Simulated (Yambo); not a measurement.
A G0W0@LDA run in Yambo for CrHgO₄ (space group Cmcm, No. 63) (2×2×2 Γ-centred k mesh, bands 17 to 287 and a 7 Ry block in the screening, 287 bands in G with the Bruneval-Gonze terminator, plasmon pole fitted at 27.2 eV) gives these matrix elements, in eV, at the band edges ((-0.5, -0.5, 0) → (-0.5, -0.5, 0)):

```
state               E0    <Vxc>     <Σx>  <Σc(E0)>      Z
---------------  -----  -------  -------  --------  -----
valence edge     0.000  -21.120  -25.468     4.019  0.761
conduction edge  1.364  -20.479  -15.158    -3.801  0.778
```

Problem. Solve the linearised quasiparticle equation for both states, give the gap, and say how exchange and correlation each act on it.

Solution. E = E0 + Z(Σx + Σc − Vxc). Valence: 0.000 + 0.761 × (-25.468 + (4.019) − (-21.120)) = -0.25 eV. Conduction: 1.364 + 0.778 × (-15.158 + (-3.801) − (-20.479)) = 2.55 eV. The gap is 2.80 eV, against 1.36 eV in LDA. Replacing Vxc by bare exchange alone would open it by 9.67 eV; correlation takes back 7.82 eV of that, and Z scales what is left. Nearest settings tried, and what they do to the gap: 195 bands in W, 195 bands in G: +22 meV; 3 Ry block (109 vectors against 381): +202 meV; 2×2×1 mesh: -17 meV. So the settings aren't converged at that level. The k mesh is coarse. Without spin-orbit coupling, band edges of such heavy elements can be off by tenths of an eV. The 3d shell has no Hubbard U; the runs are without spin polarisation, and magnetic order was not tried.

Geometry of the Materials Project entry, not relaxed at this level; primitive cell a = b = 5.2456 Å, c = 7.1527 Å, α = β = 90.00°, γ = 113.44°.

The structure is a Materials Project entry; no match was found in the copy of COD used, and its stability was not checked.
